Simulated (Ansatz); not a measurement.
Here is the system:

BeAlNO:
```yaml
crystal:
  lattice:
    - [2.97984, 0.00000, 0.00000]
    - [-1.48992, 2.58062, 0.00000]
    - [0.00000, 0.00000, 4.65034]
  atoms:
    - { symbol: Al, position: [0.33333, 0.66667, 0.51131] }
    - { symbol: Be, position: [0.66667, 0.33333, 0.99060] }
    - { symbol: O, position: [0.33333, 0.66667, 0.11470] }
    - { symbol: N, position: [0.66667, 0.33333, 0.63337] }
```

This is the r²SCAN-relaxed structure. Tensor components refer to the Cartesian frame of this cell.

Task: All from DFT-r²SCAN in the program Ansatz with PAW potentials, unless another level is named. Estimate the electron effective mass.

Result: 0.40, 0.40, 0.47 mₑ (principal values).

Task: What about the hole effective mass, band 2 of 2 at the edge?

Result: 0.35 along x, 9.5 along z (mₑ).

Task: Give the HSE06 gap on the r²SCAN cell.

Result: 6.03 eV.

Task: Next, the formation energy from the elements (no fitted shifts)?

Result: -2.12 eV/atom.

Space group P3m1. The start of the workflow was typed in or built on a structure type; neither database checked (COD, Materials Project) lists it. Whether it is the stable phase at ambient conditions was not checked. The cell was relaxed with r²SCAN under the symmetry of its start; its stability against distortions is not shown here. The references are the lowest solids computed at this level, not always the standard phases (solids in place of the gases).

Potentials: the earlier of the program's two PAW sets. The files were generated under PBE; for other functionals the program regenerates the frozen cores, and for LDA and PBEsol the local potential too.
